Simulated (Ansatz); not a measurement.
GaAs:
```
GaAs
1.0
    3.31210     0.00000     0.00000
    0.00000     3.31210     0.00000
    0.00000     0.00000     3.31210
Ga As
1 1
Direct
  0.00000   0.00000   0.00000
  0.50000   0.50000   0.50000
```

Relaxed with PBEsol. Special points in fractions of this cell's reciprocal vectors: Γ (0.000, 0.000, 0.000); X (0.000, 0.500, 0.000); M (0.500, 0.500, 0.000); R (0.500, 0.500, 0.500).

Question: List the band energies nearest the Fermi level at these points for PBEsol (plane waves, PAW; program Ansatz).

Answer: In eV from the Fermi level; about four levels below and three above (degenerate sets whole), none deeper than 8.9 eV; … stands for higher levels left out; points with the same levels are listed once.

```tsv
k	below	above
Γ	-1.95 -0.67 -0.67 -0.67	4.76 4.76 …
X	-8.51	1.44 1.44 2.86
M	-5.41 -5.41 -4.77	2.39 7.24 7.27 7.27
R	-2.13 -0.57 -0.57 -0.57	…
```

Space group Pm-3m (CsCl type). A made-up cell: these elements were put on the sites of a structure type; neither database checked (COD, Materials Project) lists it. It is not the phase usual at ambient conditions (space group No. 216). The PBEsol relaxation kept the symmetry of its start. At this level the phase is mechanically unstable. Scalar-relativistic: spin–orbit coupling is off unless named, which matters more the heavier the elements.

Potentials: the later of the program's two PAW sets.
